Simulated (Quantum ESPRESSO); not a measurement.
GaAs (zinc blende, space group F-43m, No. 216) has a direct gap of 0.49 eV with PBE (stringent potentials; pw.x of Quantum ESPRESSO, ONCV potentials, no spin-orbit coupling). After an isotropic strain (on all lattice vectors, atoms relaxed) the gap is direct, 0.72 eV.

Question: Which strain was applied?
A) +0.5 %
B) -3 %
C) -0.5 %
D) -1 %
E) -2 %

Answer: D, -1 %. Gaps found: -3 %: 1.20 eV (direct); -2 %: 0.96 eV (direct); -1 %: 0.72 eV (direct); -0.5 %: 0.61 eV (direct); 0 %: 0.49 eV (direct); 0.5 %: 0.38 eV (direct); 1 %: 0.27 eV (direct).
